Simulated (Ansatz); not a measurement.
## Mg2MnIn3S8: field gradients at two levels of theory

Cell: a Materials Project structure (computed, not necessarily an observed phase), taken as it stands.

Space group R-3m:H (No. 166); a = 7.6448, c = 18.4332 Å, γ = 120.00°.

| site | Wyckoff | site symmetry | x | y | z |
| --- | --- | --- | --- | --- | --- |
| Mg | 6c | 3m | 0.0000 | 0.0000 | 0.8762 |
| Mn | 3b | -3m | 0.0000 | 0.0000 | 0.5000 |
| In | 9e | .2/m | 0.6667 | 0.8333 | 0.3333 |
| S7 | 18h | .m | 0.6961 | 0.8480 | 0.5805 |
| S9 | 6c | 3m | 0.0000 | 0.0000 | 0.2574 |

One atom of each set is listed; the run and its k-mesh use a cell of 14 atoms with edges of 7.57, 7.57, 7.57 Å.

First run. The numbers come from a DFT calculation in Ansatz (PBE, plane waves and PAW, scalar-relativistic, collinear spin, 420 eV cutoff, Γ-centred 6×6×6 k-points, Fermi–Dirac smearing 0.05 eV). Start moments as typed (μB): 4 on each Mn, none on the rest.

```csv
site,V_zz (10²¹ V/m²),η,m (μB)
Mg,0.16,0.00,0.01
Mn,0.26,0.00,3.65
In,-1.90,0.97,0.01
S7,1.90,0.18,-0.02
S9,-0.89,0.00,0.03
```

Second run. The same atoms and settings, except that the functional is r2SCAN and the cutoff is 500 eV.

**Question.** What does the second run give?

**Answer.** 

| site | V_zz | η | change of V_zz | m (μB) |
| --- | --- | --- | --- | --- |
| Mg | 0.16 | 0.00 | 0.00 | 0.01 |
| Mn | 0.18 | 0.00 | -0.08 | 3.88 |
| In | 1.97 | 0.93 | – | 0.01 |
| S7 | 2.11 | 0.29 | +0.21 | -0.04 |
| S9 | -1.02 | 0.00 | -0.13 | 0.02 |

The largest change of V_zz along a kept axis is on S7, from 1.90 to 2.11. On In the largest principal value lies along another axis in the second run, so the two V_zz can't be compared directly. The absolute magnetisation of the cell goes from 4.4 to 4.7 μB.

The run finds no gap above 0.1 eV (a metal, or nearly one), so the gradients can move by 10 % or more with the k-mesh. Without spin–orbit coupling (the program notes it for In) the gradients can shift somewhat, as the gap is small. Semilocal functionals can leave a metal where correlation in the d or f shell opens a gap in the real compound, and that would change the values at and beside Mn. All moments are parallel here, as the start or the cell imposes; many such compounds order antiparallel, where fields and spin densities carried over to other atoms largely cancel. The magnetic order is the one that the run reached from its start moments, not necessarily the measured one.
For the second run: The program didn't check the stability of this electronic state in full, so a lower one may lie near.
